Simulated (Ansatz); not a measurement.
SiO$_{2}$:
```
CELL_PARAMETERS angstrom
      4.94523     0.00000     0.00000
      0.00000     4.94523     0.00000
      0.00000     0.00000     6.87213
ATOMIC_POSITIONS crystal
  Si 0.30422 0.30422 0.00000
  Si 0.19578 0.80422 0.25000
  Si 0.69578 0.69578 0.50000
  Si 0.80422 0.19578 0.75000
  O  0.23737 0.11301 0.18318
  O  0.38699 0.73737 0.43318
  O  0.76263 0.88699 0.68318
  O  0.61301 0.26263 0.93318
  O  0.73737 0.38699 0.56682
  O  0.88699 0.76263 0.31682
  O  0.26263 0.61301 0.06682
  O  0.11301 0.23737 0.81682
```

Relaxed with LDA.

Give the optical modes at the zone centre with their infrared and Raman activity from DFPT, DFT-LDA in the program Ansatz with PAW potentials.

Transverse frequencies, without the LO–TO term; a row sums one degenerate level.

```tsv
ω (cm⁻¹)	degeneracy	IR ((D/Å)²/amu)	Raman (Å⁴/amu)	activity
46	1	0.00	0	silent
116	1	0.00	0.82	Raman
149	2	0.31	0	IR
227	1	0.00	11	Raman
259	2	0.21	0.57	IR+Raman
271	1	0.00	0.29	Raman
281	1	1.89	0	IR
348	1	0.00	0.31	Raman
365	1	0.00	0.067	Raman
371	2	4.67	0	IR
414	1	0.00	36	Raman
430	1	0.00	0	silent
454	2	27.27	0	IR
477	1	10.46	0	IR
609	2	4.60	0	IR
782	1	0.00	0.19	Raman
782	1	0.00	3.2	Raman
782	1	9.05	0	IR
791	2	0.06	1.3	IR+Raman
1078	1	0.00	2.8	Raman
1080	2	115.14	0.080	IR+Raman
1081	1	0.00	0.78	Raman
1086	1	53.75	0	IR
1120	1	0.00	0	silent
1190	2	2.86	1.8	IR+Raman
```

How high does the top mode go among those that the LO–TO term moves?

1239 cm⁻¹ for q along x, 1239 cm⁻¹ for q along y, 1229 cm⁻¹ for q along z.

Space group P4_12_12. The cell was relaxed with LDA under the symmetry of its start; phonons on a q-mesh show no instability.

Potentials: the later of the program's two PAW sets.
